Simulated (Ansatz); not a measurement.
GaN:
```yaml
crystal:
  lattice:
    - [2.95817, 0.00000, 0.00000]
    - [-1.47908, 2.56185, 0.00000]
    - [0.00000, 0.00000, 5.03307]
  atoms:
    - { symbol: Ga, position: [0.00000, 0.00000, 0.00000] }
    - { symbol: Ga, position: [0.00000, 0.00000, 0.50000] }
    - { symbol: N, position: [0.33333, 0.66667, 0.25000] }
    - { symbol: N, position: [0.66667, 0.33333, 0.75000] }
```

Relaxed with HSE06.

### Question
Give the Bader charges and basin volumes of the independent atoms, DFT-HSE06 in the program Ansatz with PAW potentials.

### Answer


```tsv
atom	Bader charge (e)	Bader volume (Å³)
Ga1	+1.73	7.5
N3	-1.73	11.6
```

Space group P6_3/mmc (NiAs type). A made-up cell: these elements were put on the sites of a structure type; the Crystallography Open Database copy checked does not list it. It is not the phase usual at ambient conditions (space group No. 186, 216). Symmetry was held in the HSE06 relaxation; its stability against distortions is not shown here.

Potentials: the later of the program's two PAW sets.
